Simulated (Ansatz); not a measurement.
Consider the following.

Re2C:
```cif
data_C2Re4
_chemical_formula_sum 'Re4 C2'
_space_group_name_H-M_alt 'P 1'
_space_group_IT_number 1
_cell_length_a 2.82072
_cell_length_b 2.82072
_cell_length_c 9.77833
_cell_angle_alpha 90.000
_cell_angle_beta 90.000
_cell_angle_gamma 120.000
loop_
_space_group_symop_operation_xyz
  'x, y, z'
loop_
_atom_site_label
_atom_site_type_symbol
_atom_site_fract_x
_atom_site_fract_y
_atom_site_fract_z
_atom_site_occupancy
Re1 Re 0.33333 0.66667 0.60842 1
Re2 Re 0.66667 0.33333 0.39158 1
Re3 Re 0.66667 0.33333 0.10842 1
Re4 Re 0.33333 0.66667 0.89158 1
C1 C 0.33333 0.66667 0.25000 1
C2 C 0.66667 0.33333 0.75000 1
```

This is the LDA-relaxed structure.

Problem. All from the program Ansatz at the LDA level (PAW), unless another level is named. Estimate the bulk modulus (Birch–Murnaghan fit).

Solution. 441 GPa.

Problem. Next, the highest zone-centre frequency?

Solution. 649 cm^-1.

Space group P6_3/mmc. The first step of the workflow began from a Materials Project structure, measured or hypothetical; the Crystallography Open Database copy checked does not list it. Whether it is the stable phase at ambient conditions was not checked. Symmetry was held in the LDA relaxation; its stability against distortions is not shown here. The run is not spin-polarised. As this level gives no gap, phonon frequencies hold no LO–TO term and depend on the k-mesh and smearing (Fermi–Dirac, 0.1 eV here). Scalar-relativistic: spin–orbit coupling is off unless named, which matters more the heavier the elements.

Potentials: the later of the program's two PAW sets.
